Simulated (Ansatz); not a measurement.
Input:

Ga$_{3}$Mo (Cu3Au type, Pm-3m), a = b = c = 3.910 Å, α = β = γ = 90.00°.

This is the PBEsol-relaxed structure.

Problem. All from DFT-PBEsol in the program Ansatz with PAW potentials, unless another level is named. Give the formation energy from the elements (no fitted shifts).

Solution. 0.12 eV/atom.

Problem. Predict the density of states at the Fermi level.

Solution. 1.1 states/eV per atom (mean over ±0.08 eV).

The cell is a constructed one: a structure type filled with these elements; neither database checked (COD, Materials Project) lists it. Its standing as an ambient phase is unchecked. The cell was relaxed with PBEsol under the symmetry of its start. At this level the phase is mechanically unstable. The run is not spin-polarised. The references are the lowest solids computed at this level, not always the standard phases. Spin–orbit coupling is left out wherever it is not named.

Potentials: the earlier of the program's two PAW sets. The files were generated under PBE; for other functionals the program regenerates the frozen cores, and for LDA and PBEsol the local potential too.
